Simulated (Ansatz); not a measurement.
TlHg₃:
```
CELL_PARAMETERS angstrom
      4.65479     0.00000     0.00000
      0.00000     4.65479     0.00000
      0.00000     0.00000     4.65479
ATOMIC_POSITIONS crystal
  Hg 0.00000 0.50000 0.50000
  Hg 0.50000 0.00000 0.50000
  Hg 0.50000 0.50000 0.00000
  Tl 0.00000 0.00000 0.00000
```

Relaxed with PBEsol.

**Question.** Map the electron localisation function on the plane through (0.000, 0.500, 0.500) spanned by u = [1, 1, 0] and v = [1, 0, 1] in lattice vectors, from PBEsol (plane waves, PAW; program Ansatz).

**Answer.** x is the fraction of u, y of v (the angle between them is 60°; rows are the nearest grid lines); atoms in the plane: Hg at (0.00, 0.00), Hg at (0.50, 0.00), Hg at (0.00, 0.50), Tl at (0.50, 0.50).
```
|9876543212335567997655332123456789|
|8876543321234566898665432123345678|
|6666554321123345666665433211234556|
|5555544322112334555555433211123445|
|3344433321111122334444332211111233|
|2333333221111111223333322111111122|
|2111221112233332211122211122333222|
|3221111112334443322111111223333333|
|3322111123344554443211112233444443|
|5543321123455432345432112234556665|
|6654332123454310024543211234556666|
|9866543212345300100245421123456799|
|9976543211245420010035432123456689|
|6666554321123454200134543212334566|
|5666554322112345432345543211233455|
|3444443322111123444554433211112233|
|3333333221111112233444332111111223|
|2223332211122211122333322111221112|
|2211111112233333221111111223333332|
|3321111122334444332211111233344433|
|5443211123345555554332112234455555|
|6554321123345666665433211234556666|
|8765433212345668986654321233456788|
|9876543212335567997655332123456789|
```
Scale: ten equal steps from 0.006 (start of '0') to 0.805 (end of '9'), in the order '0123456789'; x runs from 0.000 to 1.00, y from 0.000 (bottom) to 1.00 (top).

The density is the valence pseudo-density with augmentation charge, so density and ELF within about 1 Å of a nucleus are not all-electron values.

Space group Pm-3m (Cu3Au type). The workflow started from an entry of the Crystallography Open Database (COD). Whether it is the stable phase at ambient conditions was not checked. The cell was relaxed with PBEsol under the symmetry of its start; whether a distortion lowers the energy is not shown. Spin–orbit coupling is left out wherever it is not named.

Potentials: the later of the program's two PAW sets.
